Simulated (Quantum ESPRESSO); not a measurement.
AlSi3C3N, a curve over one atom's position

Simulated, not a measurement. The program is pw.x of Quantum ESPRESSO 7.5 (plane-wave density functional theory). The cell is made up: 8 atoms on a wurtzite lattice, with randomly drawn elements, strain and displacements, not relaxed. PseudoDojo standard norm-conserving files (v0.5 for PBE, v0.4.1 for LDA and PBEsol) set the functional; there is no spin polarisation, spin-orbit coupling or dispersion term, and the masses in the input are unused placeholders.

Seven runs move atom 6 (C, counted in the order of the input) along z and keep all else fixed.

Input of the run at +0.0094:

```
&control calculation='scf', pseudo_dir='./dojo.nc.sr.pbe.v0_5.standard.upf', outdir='./o', disk_io='low', tprnfor=.true., tstress=.true. /
&system ibrav=0, nat=8, ntyp=4, nbnd=22, ecutwfc=84.00895049, nosym=.true., tot_charge=0,
 occupations='smearing', smearing='fd', degauss=0.0018374661
/
&electrons conv_thr=7.350e-09, electron_maxstep=60, /
ATOMIC_SPECIES
Al 1.0 Al.upf
C 1.0 C.upf
N 1.0 N.upf
Si 1.0 Si.upf
CELL_PARAMETERS angstrom
3.1259 -0.0232 0.0325
-0.0401 5.4385 -0.0204
0.0531 -0.0192 5.0598
ATOMIC_POSITIONS angstrom
Al 0.0496 0.0224 -0.0172
Si 1.4893 2.6322 -0.0813
Si 1.5742 0.9365 2.6014
Si 0.0536 3.6284 2.5279
C 0.0089 -0.0627 1.9161
C 1.5975 2.7346 1.8598
C 1.6242 0.8748 4.4642
N -0.0048 3.5934 4.416
K_POINTS automatic
6 4 4 1 1 1
```

| shift of atom 6 along z (Å) | free energy less that of the input shown (eV) | Fx on atom 6 (eV/Å) | Fy on atom 6 (eV/Å) | Fz on atom 6 (eV/Å) | pressure (GPa) | next band up at Gamma (eV) | iterations |
| --- | --- | --- | --- | --- | --- | --- | --- |
| -0.1340 | 0.3561 | -0.141 | -0.067 | 4.372 | -1.48 | 1.241 | 13 |
| -0.0537 | 0.0950 | -0.153 | -0.191 | 2.215 | -2.11 | 1.219 | 13 |
| +0.0094 | 0.0000 | -0.141 | -0.262 | 0.835 | -2.22 | 1.206 | 13 |
| +0.0762 | -0.0138 | -0.117 | -0.317 | -0.386 | -2.05 | 1.196 | 12 |
| +0.1027 | 0.0022 | -0.104 | -0.333 | -0.812 | -1.91 | 1.192 | 12 |
| +0.1513 | 0.0591 | -0.080 | -0.357 | -1.516 | -1.57 | 1.187 | 12 |

Question: one run is left out of the table, at +0.0492. Estimate its Fz on atom 6 (eV/Å).

Answer: 0.081. The whole row:

| shift of atom 6 along z (Å) | free energy less that of the input shown (eV) | Fx on atom 6 (eV/Å) | Fy on atom 6 (eV/Å) | Fz on atom 6 (eV/Å) | pressure (GPa) | next band up at Gamma (eV) | iterations |
| --- | --- | --- | --- | --- | --- | --- | --- |
| +0.0492 | -0.0180 | -0.128 | -0.297 | 0.081 | -2.15 | 1.200 | 13 |

A cubic fit gives dFz/dz = -20.56 eV/Å² at zero shift. Across the table the free energy follows the integral of the force to within 0.1 meV. A rerun of one of the cells at 1437 eV and a 8 x 6 x 6 mesh moved values by no more than 0.003 eV in energy, 0.08 GPa in stress and 0.005 eV/Å in force. The band column is the level of band 17 at Gamma less that of band 16, whose number is half the electron count, rounded up; it comes from a band step after each run.